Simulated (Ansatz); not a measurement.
## BeAu3: what symmetry allows forces and stress to be

```
CELL_PARAMETERS angstrom
3.90395 0.00000 0.00000
0.00000 3.96413 0.00000
0.00000 0.00000 3.90395
ATOMIC_POSITIONS crystal
Be 0.00000 0.00000 0.00000
Au 0.00000 0.46475 0.50000
Au 0.50000 0.00000 0.50000
Au 0.50000 0.53525 0.00000
```

Method: DFT PBEsol, scalar-relativistic, plane waves, PAW (Ansatz 0.2.0).

Settings: cutoff 420 eV, Γ-centred mesh 10×10×10 on the computed 4-atom cell, Gaussian smearing of 0.10 eV; no spin polarisation.

This distorted cell has space group P-4m2, with 8 operations.

**Question.** Without a calculation: in which directions can each atom feel a force?

**Answer.** A force must be left unchanged by every operation that keeps its atom in place, so it lies in the space that those operations leave fixed. Atoms that the group maps onto each other feel forces of one size.
```tsv
atom	site symmetry	operations at the site	equivalent to atom	allowed force (Cartesian)
Be1	-4m2	8	1	none
Au2	2mm.	4	2	along (0.00, 1.00, 0.00)
Au3	-4m2	8	3	none
Au4	2mm.	4	2	along (0.00, 1.00, 0.00)
```

That leaves 1 independent force component of 12. A relaxation in this cell that keeps the symmetry moves the atoms in these directions alone.

**Question.** And the stress tensor?

**Answer.** It must be invariant under the point group, which leaves 2 independent components: yz, xz, xy vanish; xx = zz.

**Question.** Do the computed values obey this?

**Answer.** Yes. Forces (eV/Å):
```
Be1  0.000  0.000  0.000
Au2  0.000  0.522  0.000
Au3  0.000  0.000  0.000
Au4  0.000 -0.522  0.000
```

Stress (GPa, compression positive, xx yy zz yz xz xy): 3.58 4.33 3.58 0.00 0.00 0.00. The program imposes the same operations on density, forces and stress, so this confirms the analysis and is no independent test of the calculation.

Spin–orbit coupling is left out, which can shift energies with elements as heavy as these.